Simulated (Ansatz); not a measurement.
Values for one crystal, relaxed and computed with r²SCAN in the plane-wave PAW code Ansatz; other levels are named.

```yaml
volume_per_atom: 31.61 Å³
electronic_character: no gap, with almost no states at the Fermi level (zero-gap or semimetallic)
Formation energy from the elements (no fitted shifts): -0.12 eV/atom
Density of states at the Fermi level: 0.01 states/eV per atom (mean over ±0.08 eV)
```

### Question
Pick the material that matches.
(A) GaSb, CsCl type
(B) GaSb, P6_222 (Ga on 3d, Sb on 3c)
(C) GaSb, P6_422 (Ga on 3c, Sb on 3d)
(D) InSb, P6_422 (In on 3c, Sb on 3d)

### Answer
D, InSb, P6_422 (In on 3c, Sb on 3d)

The start of the workflow was typed in or built on a structure type; neither database checked (COD, Materials Project) lists it. It is not the phase usual at ambient conditions (space group No. 216). The r²SCAN relaxation kept the symmetry of its start; whether a distortion lowers the energy is not shown. The references are the lowest solids computed at this level, not always the standard phases. Spin–orbit coupling is left out wherever it is not named.

Potentials: the earlier of the program's two PAW sets.
